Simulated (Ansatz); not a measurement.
Starting cell, Ge (diamond):

```
Ge
1.0
    0.00000     5.67439     5.67439
    2.83720     2.83720     5.67439
    2.83720     2.83720     0.00000
Ge
4
Direct
  0.00000   0.50000   0.50000
  0.50000   0.50000   0.50000
  0.00000   0.75000   0.75000
  0.50000   0.75000   0.75000
```

The atoms are displaced by Q × the pattern below (from a DFPT mode at X = (0.5, 0.5, 0.0), largest move 1; Q in Å), at fixed cell. It is one choice among 2 degenerate patterns. (q is in reciprocal vectors of the primitive cell; the cell shown is doubled to hold the pattern.)

```
atom      x      y       z
----  -----  -----  ------
Ge1   0.000  0.000   1.000
Ge2   0.000  0.000  -1.000
```

Atoms not listed stay in place.

These are r2SCAN (plane waves to 500 eV, PAW, scalar-relativistic; Ansatz, a quantum-chemistry and plane-wave program) values and carry that method's errors. k mesh 10×10×10 (Γ-centred), Fermi-Dirac smearing 0.05 eV. Energies are smeared free energies. Compression counts positive. As the smearing reaches across the gap at some points, energies and forces of such displacements shift with the k mesh and the smearing. Ge was relaxed with its symmetry unable to fall. ΔE is measured from the undisplaced structure.

```json
[
 {"Q (Å)": "-0.280", "ΔE (meV/cell)": "1139", "P (GPa)": "3.1"},
 {"Q (Å)": "-0.233", "ΔE (meV/cell)": "802", "P (GPa)": "2.2"},
 {"Q (Å)": "-0.187", "ΔE (meV/cell)": "…", "P (GPa)": "1.4"},
 {"Q (Å)": "-0.140", "ΔE (meV/cell)": "294", "P (GPa)": "0.8"},
 {"Q (Å)": "-0.093", "ΔE (meV/cell)": "131", "P (GPa)": "0.4"},
 {"Q (Å)": "-0.047", "ΔE (meV/cell)": "…", "P (GPa)": "0.1"},
 {"Q (Å)": "0.000", "ΔE (meV/cell)": "0", "P (GPa)": "0.0"},
 {"Q (Å)": "0.047", "ΔE (meV/cell)": "…", "P (GPa)": "0.1"},
 {"Q (Å)": "0.093", "ΔE (meV/cell)": "131", "P (GPa)": "0.4"},
 {"Q (Å)": "0.140", "ΔE (meV/cell)": "294", "P (GPa)": "0.8"},
 {"Q (Å)": "0.187", "ΔE (meV/cell)": "…", "P (GPa)": "1.4"},
 {"Q (Å)": "0.233", "ΔE (meV/cell)": "802", "P (GPa)": "2.2"},
 {"Q (Å)": "0.280", "ΔE (meV/cell)": "1139", "P (GPa)": "3.1"}
]
```

Question: Complete the blanks.

Answer: 
- -0.187, ΔE (meV/cell): 519
- -0.047, ΔE (meV/cell): 33
- 0.047, ΔE (meV/cell): 33
- 0.187, ΔE (meV/cell): 519

(For displaced atoms, the force is minus the slope of the energy, and its curvature is a force constant, which sets phonon frequencies.)
